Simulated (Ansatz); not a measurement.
## Generalised stacking-fault energy along a line for SrO (rock salt)

Generalised stacking fault of SrO (rock salt) on the {110} plane. The cell below holds the perfect crystal with the plane normal along z; tilting its third vector by the shift puts one fault into each cell, between planes 1.84 Å apart, at fixed cell height.

```
CELL_PARAMETERS angstrom
      3.67342     0.00000     0.00000
      0.00000     5.19500     0.00000
      1.83671     2.59750     5.51013
ATOMIC_POSITIONS crystal
  O  0.00000 0.00000 0.83333
  O  0.33333 0.33333 0.16667
  O  0.66667 0.66667 0.50000
  Sr 0.00000 0.50000 0.83333
  Sr 0.33333 0.83333 0.16667
  Sr 0.66667 0.16667 0.50000
```

In-plane vectors a = (3.673, 0.000) Å, b = (0.000, 5.195) Å, area 19.08 Å². The shift is s times the vector a (length 3.673 Å), so s = 1 restores the start. The shift is rigid: no atom relaxes. γ = [E(shift) − E(0)] / area.

All values below come from PBE (plane waves to 420 eV, PAW, scalar-relativistic; Ansatz, a quantum-chemistry and plane-wave program). k mesh 8×8×8 (Γ-centred), Fermi-Dirac smearing 0.05 eV. E is the zero-smearing estimate. Stress and pressure are positive under compression. Faults lie only 5.5 Å apart, and holding the cell height and the atoms raises γ above its relaxed value. Left out: 5 of 12 points, with atoms too close for the PAW data. SrO was relaxed with its symmetry unable to fall. The zero of γ is zero shift.

| s | γ (meV/Å²) | σ normal to the fault (GPa) |
|---|---|---|
| 0.000 | 0.0 | 0.0 |
| 0.083 | 7.6 | 1.8 |
| 0.167 | 33.3 | 7.9 |
| 0.250 | 81.9 | 19.3 |
| 0.750 | 81.9 | 19.3 |
| 0.833 | 33.3 | 7.9 |
| 0.917 | 7.6 | 1.8 |

(The slope of γ gives the shear force per area between the displaced halves; near zero shift its curvature is an elastic stiffness.)
